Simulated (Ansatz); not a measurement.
input.yaml (Ansatz)

```yaml
crystal:
  lattice:
    - [5.5836131139, 0.0, 0.0]
    - [-2.791806557, 4.8355508015, 0.0]
    - [0.0, 0.0, 9.192518649]
  atoms:
    - { symbol: Cs, position: [0.3333333333, 0.6666666667, 0.25] }
    - { symbol: Cs, position: [0.6666666667, 0.3333333333, 0.75] }
hamiltonian:
  xc: r2scan
  pseudopotentials:
    kind: paw_fr
    azcp:
      Cs: "pseudopotentials/Cs.paw.azcp"
basis:
  ecutwfc: 500
  fft_grid_basis: typed
kpoints:
  mp_grid: { grid: [7, 7, 4], shift: [0, 0, 0] }
magnetization:
  noncollinear: true
  spin_orbit: true
scf:
  occupations: { method: fermi_dirac, width: 0.1 }
```

Output

```
Engine: ansatz 0.2.0, x86_64-unknown-linux-gnu
Pseudopotentials: kind: paw_fr
Pseudopotential: Cs, paw_fr, valence charge 9, recommended cutoff 500 eV (meta_gga) 
Functional definition: r2SCAN
  parameter k0 = 0.174
  parameter k1 = 0.065
  parameter a1 = 4.9479
  exchange = r2scan_x(k0 = k0, k1 = k1, a1 = a1)
  correlation = r2scan_c
non-collinear run that drives no moment, with spin-orbit: no starting moment large enough to seed its density (crystal.atoms[].spin), no starting occupations that ask for one, no magnetisation constraint and no magnetic field, so the semilocal B_xc is pinned to zero
Crystal: 2 atoms, lattice volume = 248.197 Å³
Basis set: ecut = 500 eV, 6315 PW (Γ), exchange–correlation on 180×180×288 points (64 copies of the dense FFT grid, shifted against one another)
Bands: 26, of which v1, the nominal top of the filled ones, is band 18 counted from 1 (17 counted from 0)
Symmetry: 24 space group operations + 24 with time reversal
Magnetic group: BNS 194.264 (UNI 1494), of the structure as read, at distance tolerance 6.3e-5 Å
k-points: 24 of 196
Projection manifold: j_resolved (fully-relativistic pseudo-atomic orbitals)
Non-local potential: Cs, projectors of the file, l = 0: 3, l = 1: 4, l = 2: 4, l = 3: 4
PAW form: soft (Blöchl's): semilocal exchange-correlation on the pseudo side does not see the compensation charge
PAW frozen core: Cs, regenerated for the run's functional (the file was generated under x = pbe(κ = 0.804, μ = 0.2195149727645171), c = pbe(β = 0.06672455060314922))
PAW one-centre angular grid: Cs, 302 points (default); XC on 160 Gauss nodes
Initial density: superposition of atomic densities (chi_scale 0.1, normalization cell)
Initial wavefunctions: pseudopotential atomic-orbital guess
Functional: x = r2scan, c = r2scan; τ floored in thin density (d = 2e-4 eV/Å³)
iter 1 solved again at ethr=4.18e-4 eV; its pass at ethr=3.10e-3 eV (dr2=7.53e-2 eV) is discarded
SCF iter   1: F=—  HF=-11346.181245 eV  |F-HF|=—  |Δ(HF+E_count)|=         —  Δρ=3.39e-3  dr2=7.36e-2  dr2_τ=1.87e-4  dr2_m=0.00e0 (ungated)  ethr=4.18e-4  |M|=0.00e0 ∫|m|=0.00e0 μB  |m|>n=0.0e0 m-floor=0.0e0 τ_xc=0.0e0  β_m=0.30  ⟨swp⟩=1.2  Hψ=2549  notcnv=0
spin=Noncollinear: Kerker preconditioning applied to the charge; magnetization (m_x, m_y, m_z) channels mix plain (no charge-response kernel on spin).
SCF iter   2: F=—  HF=-11346.201058 eV  |F-HF|=—  |Δ(HF+E_count)|=   1.98e-2  Δρ=2.56e-3  dr2=4.78e-2  dr2_τ=9.46e-5  dr2_m=0.00e0 (ungated)  ethr=4.09e-4  |M|=0.00e0 ∫|m|=0.00e0 μB  |m|>n=0.0e0 m-floor=0.0e0 τ_xc=0.0e0  β_m=0.65  ⟨swp⟩=2.2  Hψ=433  notcnv=0
SCF iter   3: F=—  HF=-11346.210341 eV  |F-HF|=—  |Δ(HF+E_count)|=   9.28e-3  Δρ=8.70e-4  dr2=4.92e-3  dr2_τ=1.32e-5  dr2_m=0.00e0 (ungated)  ethr=2.66e-4  |M|=0.00e0 ∫|m|=0.00e0 μB  |m|>n=0.0e0 m-floor=0.0e0 τ_xc=0.0e0  β_m=0.82  ⟨swp⟩=2.2  Hψ=585  notcnv=0
SCF iter   4: F=—  HF=-11346.214982 eV  |F-HF|=—  |Δ(HF+E_count)|=   4.64e-3  Δρ=3.20e-4  dr2=6.25e-4  dr2_τ=1.13e-6  dr2_m=0.00e0 (ungated)  ethr=2.73e-5  |M|=0.00e0 ∫|m|=0.00e0 μB  |m|>n=0.0e0 m-floor=0.0e0 τ_xc=0.0e0  β_m=0.83  ⟨swp⟩=2.0  Hψ=619  notcnv=0
SCF iter   5: F=—  HF=-11346.214348 eV  |F-HF|=—  |Δ(HF+E_count)|=   6.34e-4  Δρ=1.54e-4  dr2=8.12e-5  dr2_τ=9.12e-7  dr2_m=0.00e0 (ungated)  ethr=3.47e-6  |M|=0.00e0 ∫|m|=0.00e0 μB  |m|>n=0.0e0 m-floor=0.0e0 τ_xc=0.0e0  β_m=0.91  ⟨swp⟩=2.2  Hψ=501  notcnv=0
SCF iter   6: F=—  HF=-11346.214428 eV  |F-HF|=—  |Δ(HF+E_count)|=   8.00e-5  Δρ=3.90e-5  dr2=1.57e-5  dr2_τ=1.93e-8  dr2_m=0.00e0 (ungated)  ethr=4.51e-7  |M|=0.00e0 ∫|m|=0.00e0 μB  |m|>n=0.0e0 m-floor=0.0e0 τ_xc=0.0e0  β_m=0.96  ⟨swp⟩=2.9  Hψ=548  notcnv=0
SCF iter   7: F=—  HF=-11346.214435 eV  |F-HF|=—  |Δ(HF+E_count)|=   7.06e-6  Δρ=4.00e-5  dr2=1.02e-5  dr2_τ=1.87e-8  dr2_m=0.00e0 (ungated)  ethr=8.70e-8  |M|=0.00e0 ∫|m|=0.00e0 μB  |m|>n=0.0e0 m-floor=0.0e0 τ_xc=0.0e0  β_m=0.95  ⟨swp⟩=2.4  Hψ=584  notcnv=0
SCF iter   8: F=—  HF=-11346.214420 eV  |F-HF|=—  |Δ(HF+E_count)|=   1.52e-5  Δρ=1.56e-5  dr2=1.19e-6  dr2_τ=6.73e-9  dr2_m=0.00e0 (ungated)  ethr=5.68e-8  |M|=0.00e0 ∫|m|=0.00e0 μB  |m|>n=0.0e0 m-floor=0.0e0 τ_xc=0.0e0  β_m=0.98  ⟨swp⟩=2.1  Hψ=499  notcnv=0
SCF iter   9: F=—  HF=-11346.214422 eV  |F-HF|=—  |Δ(HF+E_count)|=   1.96e-6  Δρ=6.10e-6  dr2=2.42e-7  dr2_τ=5.95e-10  dr2_m=0.00e0 (ungated)  ethr=6.59e-9  |M|=0.00e0 ∫|m|=0.00e0 μB  |m|>n=0.0e0 m-floor=0.0e0 τ_xc=0.0e0  β_m=0.99  ⟨swp⟩=2.0  Hψ=490  notcnv=0
SCF iter  10: F=-11346.214422 eV  HF=-11346.214422 eV  |F-HF|=4.45e-9  |Δ(HF+E_count)|=   2.39e-8  Δρ=7.94e-7  dr2=4.22e-9  dr2_τ=7.20e-12  dr2_m=0.00e0 (ungated)  ethr=5.56e-10  |M|=0.00e0 ∫|m|=0.00e0 μB  |m|>n=0.0e0 m-floor=0.0e0 τ_xc=0.0e0  ⟨swp⟩=2.7  Hψ=664  notcnv=0
SCF 1 converged in 10 iterations: F = -11346.214422 eV  dr2 = 4.22e-9
SCF converged after 10 iterations
Magnetization: |M| = 0.0000 μB,  M = (+0.0000, +0.0000, +0.0000) μB
Absolute magnetization: 0.0000 μB (∫|m|)
  site 0: m = (+0.0000, +0.0000, +0.0000) μB, |m| = 0.0000 μB  (R = 2.30 Å)
  site 1: m = (+0.0000, +0.0000, +0.0000) μB, |m| = 0.0000 μB  (R = 2.30 Å)
Free energy (F): -11346.214422 eV
Harris-Foulkes:  -11346.214422 eV  (|F-HF|=4.45e-9)
Internal energy: -11346.141565 eV  (E = F + TS)
E sigma→0 (E₀):  -11346.177993 eV
Entropy (-TS):   -0.072857 eV (-36.428 meV/atom)
Fermi energy:    2.000197 eV
--- Per-component energies (eV) ---
  E_band       = -199.969584
  E_kinetic    = 281.792809
  E_local      = -814.820877  (includes V_loc(G=0)·N_el)
  E_nonlocal   = 58.413848
  E_hartree    = 286.044619
  E_xc         = -321.588155
  E_vxc        = -271.023545  (∫ρ·V_xc dr)
  E_paw        = -10160.722738  (= ΣΔE_a)
  E_vpaw       = -40.048890  (= ΣTr[D̂ρ^β])
  E_aug_tail   = -0.000000  (compensation charges beyond the density's cutoff)
  E_vtau       = 13.628222  (kinetic-family band-sum trace: ∫τ·v_τ [+ j·A + Jᵃ·Aᵃ] dr)
  E_ewald      = -675.359211
  E_core_change = 0.098141  (= ΣΔE_core)
  E_smearing   = -0.072857  (= −TS)
  E_closure    = -0.000000  (closes the sum)
  Σ components = -11346.214422   (vs F -11346.214422, Δ=0.00e0)
```

Launched by

```sh
ansatz run input.yaml --threads 1 --pin off --max-ram 3584MiB --backend cpu --events-out ev --progress --plain --runs-dir out
```

On 1 thread of Intel(R) Xeon(R) Platinum 8259CL CPU @ 2.50GHz (Skylake/Cascade Lake) (shared host) this took about 99 s of wall time and 98 s of CPU time.
